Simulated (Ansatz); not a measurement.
## What moves the field gradients of Si₃N₄?

Cell of run 1: an entry of the Crystallography Open Database (COD; perhaps a calculated or model structure), taken as it stands.

Space group P6_3/m (No. 176); a = 7.6015, c = 2.9061 Å, γ = 120.00°.

| site | Wyckoff | site symmetry | x | y | z |
| --- | --- | --- | --- | --- | --- |
| Si | 6h | m.. | 0.7685 | 0.1746 | 0.2500 |
| N7 | 6h | m.. | 0.0305 | 0.3303 | 0.2500 |
| N13 | 2d | -6.. | 0.6667 | 0.3333 | 0.2500 |

One atom of each set is listed.

Relaxed positions (PBE, cell held):

Si (0.7680, 0.1741, 0.2500)
N7 (0.0299, 0.3299, 0.2500)
N13 (0.6667, 0.3333, 0.2500)

All runs are DFT with Ansatz 0.2.0 (plane waves and PAW, scalar-relativistic unless spin–orbit coupling is named, Γ-centred meshes, Fermi–Dirac smearing where given) in this cell.

Run 1: PBE, gradients read without the response of the cores, atoms as given; 420 eV, 4×4×10 k-points, smearing 0.02 eV.
Run 2: PBE, gradients read without the response of the cores, atoms relaxed; 420 eV, 4×4×10 k-points, smearing 0.02 eV.
Run 3: r2SCAN, gradients read without the response of the cores, at the relaxed atoms; 500 eV, 4×4×10 k-points, smearing 0.02 eV.

| run | Si V_zz (η) | N7 V_zz (η) | N13 V_zz (η) |
| --- | --- | --- | --- |
| 1 | 0.89 (0.28) | -5.13 (0.07) | -5.10 (0.00) |
| 2 | 0.89 (0.28) | -5.13 (0.07) | -5.08 (0.00) |
| 3 | ? | ? | ? |

V_zz in 10²¹ V/m².

**Question.** Estimate the row of run 3.

**Answer.** Si: 0.89 (0.25); N7: -5.15 (0.08); N13: -5.18 (0.00). It lies nearest to run 1, from whose tensors on these sites it differs by 0.09 at most (largest principal value of the difference, on N13). Taken one at a time, the functional (r2SCAN with its higher cutoff) moves the tensors on these sites by up to 0.10 (largest principal value of the change, on N13), the positions of the atoms (as given or relaxed) by 0.03 (N7).

The cell isn't the equilibrium one in runs 1, 2 (calculated pressure 6, 6 GPa), and the entry's cell may itself be off.
